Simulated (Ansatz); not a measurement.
A plane-wave DFT run in Ansatz 0.2.0 (scalar-relativistic PAW potentials unless the input names others): input and command.

```yaml
crystal:
  lattice:
    - [0.0, 2.9702085, 2.82877]
    - [2.9702085, 0.0, 2.82877]
    - [2.9702085, 2.9702085, 0.0]
  atoms:
    - { symbol: Ge, position: [0.5, 0.5, 0.5] }
    - { symbol: Ge, position: [0.75, 0.75, 0.75] }
basis:
  ecutwfc: 420
  xc_grid: 3
kpoints:
  mp_grid: { grid: [14, 14, 14] }
hamiltonian:
  xc: pbesol
scf:
  occupations: { method: gaussian, width: 0.15 }
output:
  forces: true
  eigenvalues: true
  stress: true
```

```bash
ansatz run input.yaml --threads 1 --pin off --max-ram 2560MiB --backend cpu --events-out ev --progress --plain --runs-dir out
```

Abridged log:
```
Pseudopotentials: kind: paw
Pseudopotential: Ge, paw, valence charge 14, recommended cutoff 420 eV (normal)
Functional definition: PBEsol
Crystal: 2 atoms, lattice volume = 49.912 Å³
Basis set: ecut = 420 eV, 941 PW (Γ), exchange–correlation on 90×90×90 points (27 copies of the dense FFT grid, shifted against one another)
Bands: 18, of which v1, the nominal top of the filled ones, is band 14 counted from 1 (13 counted from 0)
Symmetry: 16 space group operations
Space group: I41/amd (ITA 141), of the structure as read, at distance tolerance 3.7e-5 Å
k-points: 244 of 2744
Initial density: superposition of atomic densities (neutral atoms: chi_scale 0, normalization atom), corrected by the library's trained network
Initial wavefunctions: pseudopotential atomic-orbital guess
Functional: x = pbesol(κ = 0.804, μ = 0.12345679), c = pbesol(β = 0.046)
SCF iter   1: F=—  HF=-8506.912649 eV  |F-HF|=—  |Δ(HF+E_count)|=         —  Δρ=2.96e-3  dr2=5.78e-3  ethr=1.77e-3  ⟨swp⟩=5.2  Hψ=20131  notcnv=0
SCF iter   2: F=—  HF=-8506.911365 eV  |F-HF|=—  |Δ(HF+E_count)|=   1.28e-3  Δρ=1.95e-3  dr2=3.03e-3  ethr=2.07e-5  ⟨swp⟩=1.0  Hψ=6362  notcnv=0
SCF iter   3: F=—  HF=-8506.911219 eV  |F-HF|=—  |Δ(HF+E_count)|=   1.46e-4  Δρ=6.00e-4  dr2=4.49e-4  ethr=1.08e-5  ⟨swp⟩=1.0  Hψ=4393  notcnv=0
SCF iter   4: F=—  HF=-8506.911321 eV  |F-HF|=—  |Δ(HF+E_count)|=   1.01e-4  Δρ=3.40e-4  dr2=4.59e-5  ethr=1.60e-6  ⟨swp⟩=2.0  Hψ=5371  notcnv=0
SCF iter   5: F=—  HF=-8506.911376 eV  |F-HF|=—  |Δ(HF+E_count)|=   5.53e-5  Δρ=1.10e-4  dr2=2.32e-6  ethr=1.64e-7  ⟨swp⟩=2.0  Hψ=7814  notcnv=0
SCF iter   6: F=—  HF=-8506.911375 eV  |F-HF|=—  |Δ(HF+E_count)|=   6.20e-7  Δρ=1.99e-5  dr2=1.63e-7  ethr=8.27e-9  ⟨swp⟩=2.0  Hψ=7811  notcnv=0
SCF iter   7: F=-8506.911376 eV  HF=-8506.911376 eV  |F-HF|=2.39e-8  |Δ(HF+E_count)|=   3.19e-7  Δρ=5.91e-6  dr2=1.03e-8  ethr=3.57e-10  ⟨swp⟩=5.0  Hψ=19749  notcnv=0
SCF 1 converged in 7 iterations: F = -8506.911376 eV  dr2 = 1.03e-8
SCF converged after 7 iterations
Free energy (F): -8506.911376 eV
Harris-Foulkes:  -8506.911376 eV  (|F-HF|=2.39e-8)
Internal energy: -8506.909960 eV  (E = F + TS)
E sigma→0 (E₀):  -8506.910668 eV
Entropy (-TS):   -0.001415 eV (-0.708 meV/atom)
Fermi energy:    7.154966 eV
--- Forces (eV/Å), atoms counted from 1 ---
  atom   1  Ge     0.00000000     0.00000000     0.00000000
  atom   2  Ge     0.00000000     0.00000000     0.00000000
--- Stress (GPa, compression-positive) ---
       -5.706532       0.000000       0.000000
        0.000000      -5.706532       0.000000
        0.000000       0.000000      -2.855575
  P = ⅓ Tr σ = -4.7562 GPa (-47.562 kbar)
```

Apart from outputs and empty bands, the input differs from a reference run on usual settings in basis.xc_grid: not typed → 3. The reference, at the same geometry (not necessarily relaxed), gave pressure -4.76 GPa, largest force 0.000 eV/Å, no gap on the mesh. This run converged in 7 SCF iterations (reference: 7) with an energy at zero smearing within 0.01 meV/atom of the reference's, pressure -4.76 GPa, largest force 0.000 eV/Å, no gap on the mesh.

Time: 12 s on 1 thread of Intel(R) Xeon(R) Processor @ 2.70GHz, with other jobs on the host, peak memory 0.5 GiB.